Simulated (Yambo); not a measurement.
```
CELL_PARAMETERS angstrom
      3.27995     0.00000     0.00000
     -1.63998     2.84052     0.00000
      0.00000     0.00000    12.78121
ATOMIC_POSITIONS crystal
  Se 0.33333 0.66667 0.88184
  Se 0.66667 0.33333 0.11816
  Se 0.66667 0.33333 0.38184
  Se 0.33333 0.66667 0.61816
  W  0.66667 0.33333 0.75000
  W  0.33333 0.66667 0.25000
```

WSe2 (space group P6_3/mmc, No. 194): mean Im ε in 1 eV windows above the direct gap of 2.08 eV, for different electron-hole kernels (Yambo, broadening 0.15 eV, PBE (pw.x of Quantum ESPRESSO, ONCV potentials, no spin-orbit coupling) bands; 9×9×2 mesh, 9 valence and 9 conduction bands, static screening with 94 bands and a 3 Ry block, scissor 0.52 eV, Tamm-Dancoff; field along x).

```
window (eV)  independent quasiparticles  RPA (no attraction)  BSE
-----------  --------------------------  -------------------  ---
2.1 to 3.1                           11                  7.7   16
3.1 to 4.1                           18                   18   21
4.1 to 5.1                           16                   17   15
```

This run doesn't resolve bound excitons or single peaks, so only averages are given, and they too depend on the mesh; weight that the attraction moves below the gap isn't listed. All transitions below 5.54 eV are in the band window. The scissor comes from a G0W0 run whose convergence isn't established.

Without spin-orbit coupling, band edges of such heavy elements can be off by tenths of an eV.

Bands and orbitals come from the standard potentials; the scissor and the G0W0 gaps come from a run at the same geometry on the stringent ones, which hold whole semicore shells in the valence.

Geometry relaxed with PBE+D3(BJ).
